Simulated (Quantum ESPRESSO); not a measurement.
**Kohn-Sham bands of CsI (CsCl type)**

```
CsI
1.0
    4.66521     0.00000     0.00000
    0.00000     4.66521     0.00000
    0.00000     0.00000     4.66521
Cs I
1 1
Direct
  0.00000   0.00000   0.00000
  0.50000   0.50000   0.50000
```

Cell from Materials Project (mp-1056920), symmetrised, no further relaxation. COD (Crystallography Open Database) has an entry of this formula and space group (matched by these alone). Computed values, not measurements, from PBEsol: Quantum ESPRESSO (norm-conserving PseudoDojo potentials, cutoff 56 Ry, no spin polarisation, no spin-orbit coupling) on a Γ-centred 8×8×8 mesh, then Wannier90. Density: 8×8×8 mesh, cold smearing 0.01 Ry. Spin-orbit coupling is left out although heavy elements are present.

Energies are relative to the valence-band maximum; weights are on the orthonormalised atomic waves of the pseudopotential files, averaged over the group. 16 electrons a cell are treated as valence.

Problem. Into which isolated groups do the bands fall, where do they lie and what are they made of?

Solution. 
```json
[
 {"bands": "1", "from (eV)": "-20.45", "to (eV)": "-20.39", "filling": "filled", "weight on atomic waves": "Cs 5s 98 %"},
 {"bands": "2", "from (eV)": "-10.60", "to (eV)": "-10.37", "filling": "filled", "weight on atomic waves": "I 5s 94 %, Cs 6s 5 %"},
 {"bands": "3–5", "from (eV)": "-7.43", "to (eV)": "-7.04", "filling": "filled", "weight on atomic waves": "Cs 5p 98 %"},
 {"bands": "6–8", "from (eV)": "-1.44", "to (eV)": "0.00", "filling": "filled", "weight on atomic waves": "I 5p 94 %"}
]
```

The Kohn-Sham gap over both meshes and the path is 3.52 eV.
